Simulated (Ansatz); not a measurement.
TiAlMo2C2 in space group P6_3/mmc (No. 194; Mo on 4f, Ti on 2a, Al on 2b, C on 4f) under volume change, plane-wave PAW PBE (Ansatz code), shape and atoms relaxed at each volume.

```
V (Å³/atom)  E − E(relaxed) (meV/atom)  P (GPa)
-----------  -------------------------  -------
11.083                            80.1    25.53
11.448                            33.6    15.58
11.814                             7.9     7.14
12.179                             0.0     0.00
12.545                             7.1    -6.02
12.910                            26.7   -11.08
13.275                            57.0   -15.29
```

### Question
What does a third-order Birch–Murnaghan fit give for V₀, B₀ and B′?

### Answer
V₀ = 12.18 Å³/atom, B₀ = 217 GPa, B′ = 4.7.

The start of the workflow was typed in or built on a structure type; neither database checked (COD, Materials Project) lists it. Whether it is the stable phase at ambient conditions was not checked. The cell was relaxed with PBE under the symmetry of its start; whether a distortion lowers the energy is not shown. The run is not spin-polarised.

Potentials: the earlier of the program's two PAW sets.
